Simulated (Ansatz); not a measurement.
Starting cell, Fe (bcc, W type):

```xyz
2
Lattice="-2.8650 2.8650 2.8650 1.4325 -1.4325 1.4325 1.4325 1.4325 -1.4325" Properties=species:S:1:pos:R:3 pbc="T T T"
Fe     0.0000     0.0000     0.0000
Fe    -1.4325     1.4325     1.4325
```

Scan: atom 1 (Fe, nearest neighbour Fe at 2.481 Å; its periodic images, 2.5 Å or more away, move with it) is displaced along Cartesian x, direction (1.000, 0.000, 0.000) in Cartesian axes, by s. The other atoms stay.

All values below come from r2SCAN (plane waves to 500 eV, PAW, scalar-relativistic; Ansatz, an electronic-structure program). k mesh 9×18×18 (Γ-centred), Fermi-Dirac smearing 0.05 eV. The energy includes the smearing's −TS. With partly filled bands, energies and forces of such displacements shift with the k mesh and the smearing. On this mesh the relaxed cell isn't quite at rest: it carries a pressure of -0.2 GPa (compression positive) at the zero of the scan. Fe was relaxed with its symmetry unable to fall. Relaxed Fe ends ferromagnetic. The PAW data are Ansatz's earlier set. The magnetic order is the one the run started from; other orders were not tried. ΔE is measured from the undisplaced structure. The last digit holds for this mesh only.

| s (Å) | ΔE (meV/cell) |
|---|---|
| -0.740 | 1047.8 |
| -0.592 | 756.9 |
| -0.444 | 498.3 |
| -0.296 | 249.9 |
| -0.148 | withheld |
| 0.000 | 0.0 |
| 0.148 | withheld |
| 0.296 | 249.9 |
| 0.444 | 498.3 |
| 0.592 | 756.9 |
| 0.740 | 1047.8 |

Fit an even polynomial form (powers 2, 4, 6) to the given rows and predict ΔE at s = 0.148.

Least squares on the 9 given rows: ΔE = (3198)·s² + (-4046)·s⁴ + (3105)·s⁶, in meV/cell with s in Å; root-mean-square residual 0.92 meV/cell. At 0.148 the fit gives 68.1 meV/cell; the calculation gives 65.3 meV/cell, so the interpolation is off by 2.8 (+4.3 %). The quadratic term alone would give 70.0 meV/cell.

(A displaced cell: forces are minus the slopes of the energy, force constants its curvatures, and phonons follow from these.)
